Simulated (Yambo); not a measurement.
Absorption of KCl (rock salt, space group Fm-3m, No. 225) under isotropic strain of -3 % on all lattice vectors with and without the electron-hole interaction (Yambo, PBEsol bands; 8×8×8 mesh, 3 valence and 6 conduction bands, static screening with 30 bands and a 4 Ry block, scissor 3.06 eV, Tamm-Dancoff; field along x).

```tsv
E (eV)	Im ε, BSE	Im ε, independent quasiparticles
6.60	0.25	0.03
6.70	0.30	0.03
6.80	0.37	0.04
6.90	0.46	0.04
7.00	0.61	0.04
7.10	0.84	0.04
7.20	1.25	0.05
7.30	2.05	0.05
7.40	3.73	0.05
7.50	6.64	0.05
7.60	6.88	0.06
7.70	4.13	0.06
7.80	2.59	0.07
7.90	2.16	0.08
8.00	2.49	0.09
8.10	3.03	0.10
8.20	2.85	0.11
8.30	3.26	0.14
8.40	4.84	0.18
8.50	5.14	0.22
8.60	3.42	0.23
8.70	2.53	0.27
8.80	2.15	0.38
8.90	1.75	0.59
9.00	1.44	0.81
9.10	1.39	0.77
9.20	1.45	0.63
9.30	1.46	0.58
9.40	1.50	0.65
9.50	1.59	0.85
9.60	1.58	1.13
9.70	1.44	1.36
9.80	1.44	1.73
9.90	1.35	2.12
10.00	1.19	2.02
10.10	1.15	2.01
10.20	1.21	2.23
10.30	1.37	2.19
10.40	1.65	2.01
10.50	1.73	2.19
10.60	1.70	2.89
10.70	1.91	3.52
10.80	2.29	3.66
10.90	2.69	3.55
11.00	3.50	3.46
11.10	4.71	3.56
11.20	5.53	3.61
11.30	4.90	3.62
11.40	3.73	3.44
11.50	2.73	3.08
11.60	2.34	2.97
11.70	2.55	2.99
11.80	3.13	2.68
11.90	3.54	2.45
12.00	3.61	2.51
12.10	3.18	2.60
12.20	2.63	2.53
12.30	2.55	2.24
12.40	2.35	2.08
12.50	2.02	2.12
12.60	1.84	2.25
12.70	1.54	2.17
12.80	1.32	2.06
12.90	1.15	2.15
13.00	1.14	2.22
13.10	1.21	2.26
13.20	1.21	2.69
13.30	1.16	3.63
13.40	1.11	4.56
13.50	1.02	4.74
```

The scissor comes from a G0W0 run whose convergence isn't established. Broadening 0.15 eV. The band window holds all transitions up to 15.1 eV. Fine structure above the onset can come from the mesh.

Geometry strained from the cell relaxed with PBEsol, atoms relaxed again; primitive cell a = b = c = 4.2812 Å, α = β = γ = 60.00°.
